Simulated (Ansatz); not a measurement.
The cell of Ge4P is invented: SnF4 type (I4/mmm) distorted into a subgroup (Cmce, No. 64) (cell multiple 2; largest shift (Å) 0.44). The dimensions are guesses.

Space group Cmce (No. 64). a = 8.352 Å, b = 6.305 Å, c = 6.445 Å, α = 90.00°, β = 90.00°, γ = 90.00°
```json
{"atom": "Ge", "site": "8d", "symmetry": "2..", "x": "0.7721", "y": "0.0000", "z": "0.0000"}
{"atom": "Ge", "site": "8f", "symmetry": "m..", "x": "0.5000", "y": "0.1981", "z": "0.7026"}
{"atom": "P", "site": "4a", "symmetry": "2/m..", "x": "0.0000", "y": "0.0000", "z": "0.0000"}
```

Computed with DFT PBE, scalar-relativistic, plane waves, PAW (Ansatz). Cutoff 420 eV, Gaussian smearing, Γ-centred meshes. Cell and atoms relax first on a coarse mesh and then on a finer one. In between, the cell is made exact in the group found at 0.06 Å. In metals the finer mesh still leaves noise of several meV/atom or more. The steps can't lower the symmetry of their start. No spin polarisation.

A guess keeps its type if space group and coordination stay and the shape of the cell changes little (axis ratios within about 15 %, angles within 6°); the volume may change.

**Question.** Does this structure survive the relaxation?

**Answer.** It doesn't keep its type. The symmetry goes from Cmce (No. 64) to I4/mmm (No. 139), and the primitive cell from 10 to 5 atoms. The volume per atom grows by 16.2 %, from 17.0 to 19.7 Å³. The shortest distance goes from 1.81 Å (Ge–P) to 2.51 Å (Ge–P). Counting neighbours within 15 % of an atom's shortest distance, the start has Ge 1, P 4 and the end Ge 6, P 6. In detail, at the end Ge on a site of symmetry 4mm has 1 P at 2.51 Å and 5 Ge at 2.81–2.87 Å; Ge on a site of symmetry mmm has 2 P at 2.51 Å and 4 Ge at 2.87 Å; P is surrounded by 6 Ge at 2.51 Å.

```
Ge P
1.0
    -2.50675    2.50675    3.92153
     2.50675   -2.50675    3.92153
     2.50675    2.50675   -3.92153
Ge P
4 1
Cartesian
  0.0000 0.0000 5.3287
  0.0000 0.0000 2.5143
  2.5067 0.0000 0.0000
  0.0000 2.5067 0.0000
  0.0000 0.0000 0.0000
```

The last run used a 10×10×10 mesh for its 5-atom cell and Gaussian smearing of 0.10 eV. The cell is a metal run without spin; a magnetic state may lie lower. Symmetry constrained the relaxation, so the result can be a saddle point.
